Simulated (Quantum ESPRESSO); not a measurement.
# Planted mistakes on one cell of HfTi2ZrO8

The results below are calculated, not measured. They come from pw.x of Quantum ESPRESSO 7.5, a plane-wave density functional program, with PseudoDojo standard norm-conserving files (v0.5 for PBE, v0.4.1 for LDA and PBEsol). The cells are made up: elements, strain and atom displacements were drawn at random, and nothing was relaxed. There is no spin polarisation, spin-orbit coupling or dispersion term.

The hafnium file is less sure than the others, with forces about 3 percent (worst 6) and pressure in oxides about 1.5 GPa (worst 2.7) from a second method in checks, which no rerun with the same files tests.

The cell has 12 sites of a fluorite lattice. Sites 1 to 4 hold Hf Ti Ti Zr; sites 5 to 12 hold O O O O O O O O. Cell vectors in Å: (5.102, -0.004, 0.029); (-0.004, 4.997, 0.038); (0.029, 0.038, 4.952). Settings: PBE, cutoff 1143 eV, 4 x 5 x 5 k mesh shifted by half a step, Fermi-Dirac smearing of 0.025 eV.

The intended run has a self-consistency threshold of 1e-07 eV, a smearing term of 0.000 eV, a pressure of -4.77 GPa and 27 iterations. Each further run changes one thing: all lengths scaled by 0.9899; atoms of sites 1 and 2 exchanged; cutoff 709 eV; files of LDA; k mesh 1 x 1 x 1; one electron added; smearing 0.7 eV; threshold 0.3 eV. A coarse mesh keeps the shift, and a charged cell sits in a uniform background.

```
run,change of free energy (eV),smearing term -TS (eV),change of P (GPa),largest change of a force component (eV/Å),iterations
A,-0.029,0.000,7.16,0.174,25
B,-1.827,-5.325,5.10,0.346,17
C,-2.206,0.000,-0.90,0.508,19
D,2.611,0.000,-14.51,0.167,34
E,0.108,0.000,-4.43,0.120,7
F,4.364,0.000,-30.41,0.106,25
G,13.251,-0.024,23.48,0.342,20
H,0.094,0.000,0.59,1.104,24
```

A rerun of the intended cell at 1467 eV and k mesh 6 x 7 x 7 moved values by no more than 0.002 eV in the cell's energy, 0.06 GPa in stress and 0.002 eV/Å in force.

Question: which change belongs to which run?

## Worked reading

Run E has the fewest iterations, as a run stopped early does. Run B has the largest smearing term, as wide smearing gives. Run F has a higher energy and the largest fall in pressure, as too small a basis gives. Run A changes the volume by a factor of 0.9700; minus its pressure change over the logarithm of that factor, 235 GPa, is a rough bulk modulus with clamped atoms. Energies from files of another functional, or of a charged cell, have another zero and say nothing on stability; the pressure of a charged cell rests on the program's zero of potential too.

## Key

| run | change |
| --- | --- |
| A | all lengths scaled by 0.9899 |
| B | smearing 0.7 eV |
| C | k mesh 1 x 1 x 1 |
| D | files of LDA |
| E | threshold 0.3 eV |
| F | cutoff 709 eV |
| G | one electron added |
| H | atoms of sites 1 and 2 exchanged |